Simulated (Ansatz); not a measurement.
Here is the system:

Relaxed Ba (bcc, W type):

```
Ba
1.0
   -5.02000     5.02000     5.02000
    2.51000    -2.51000     2.51000
    2.51000     2.51000    -2.51000
Ba
2
Direct
  0.00000   0.00000   0.00000
  0.50000   0.00000   0.00000
```

The atoms are displaced by Q × the pattern below (from a DFPT mode at N = (0.5, 0.0, 0.0), largest move 1; Q in Å), at fixed cell. (q is in reciprocal vectors of the primitive cell; the cell shown is doubled to hold the pattern.)

```tsv
atom	x	y	z
Ba1	0.000	-0.707	-0.707
Ba2	0.000	0.707	0.707
```

Level of theory: PBE (plane waves to 420 eV, PAW, scalar-relativistic; Ansatz, an electronic-structure program). k mesh 13×13×13 (Γ-centred), Fermi-Dirac smearing 0.05 eV. E stands for the smeared free energy. With partly filled bands, energies and forces of such displacements shift with the k mesh and the smearing. Ba was relaxed with its symmetry unable to fall. ΔE is measured from the undisplaced structure.

The scan covers Q from -0.100 to 0.100 Å in 13 points.

Task: Is this a single well or a double well?

Result: A single well with its minimum at or next to zero displacement.

Task: Which space group does the distorted structure have?

Result: Cmme (No. 67), lowered from Im-3m.

Task: What is the energy change at Q = 0.100 Å?

Result: 28.1 meV/cell.

Task: What harmonic wavenumber does the curvature at Q = 0 give?

Result: 75 cm⁻¹.

(A displaced cell: forces are minus the slopes of the energy, force constants its curvatures, and phonons follow from these.)
